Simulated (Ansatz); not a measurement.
The relaxed structure here is a generated cell of CdIn2O4: the first start was made by placing the elements on the sites of a structure type, and the end was not matched to a known phase here, so it may be hypothetical.

One stationary structure of CdIn$_{2}$O$_{4}$. All values below come from r2SCAN (plane waves to 500 eV, PAW, scalar-relativistic; Ansatz, an electronic-structure program).

```
CELL_PARAMETERS angstrom
     -1.62497     4.88557     2.85501
      1.62497    -4.88557     2.85501
      1.62497     4.88557    -2.85501
ATOMIC_POSITIONS crystal
  In 0.36914 0.21300 0.15615
  In 0.05685 0.21300 0.84385
  Cd 0.70548 0.20548 0.50000
  O  0.34476 0.57055 0.77420
  O  0.79635 0.57055 0.22580
  O  0.95080 0.95080 0.00000
  O  0.33446 0.83446 0.50000
```

Find the space group and the Wyckoff positions (tolerance 0.01 Å).

Space group Imm2 (No. 44); a = 3.250 Å, b = 9.771 Å, c = 5.710 Å, α = 90.00°, β = 90.00°, γ = 90.00°

| atom | site | symmetry | x | y | z |
|---|---|---|---|---|---|
| In | 4d | m.. | 0.0000 | 0.1561 | 0.2130 |
| Cd | 2b | mm2 | 0.0000 | 0.5000 | 0.2055 |
| O | 4d | m.. | 0.0000 | 0.2258 | 0.5706 |
| O | 2a | mm2 | 0.0000 | 0.0000 | 0.9508 |
| O | 2b | mm2 | 0.5000 | 0.0000 | 0.3345 |

Give the shortest distances between elements (the closest pairs, up to four, under 3.6 Å).

Cd–O 2.12 Å; In–O 2.14 Å; O–O 2.73 Å; In–In 3.05 Å.

* **Volume per atom**: 12.95 Å³
* **Density**: 7.44 g/cm³
* **Band gap**: 0.96 eV, direct at Γ (no spin-orbit coupling)

No spin polarisation in the result.

It was reached from a disturbed copy of a I-4 (No. 82) cell (AFLOW prototype A2BC4_tI14_82_bc_a_g (E3, as in Al2CdS4)), against which it lies -0.199 eV/atom.
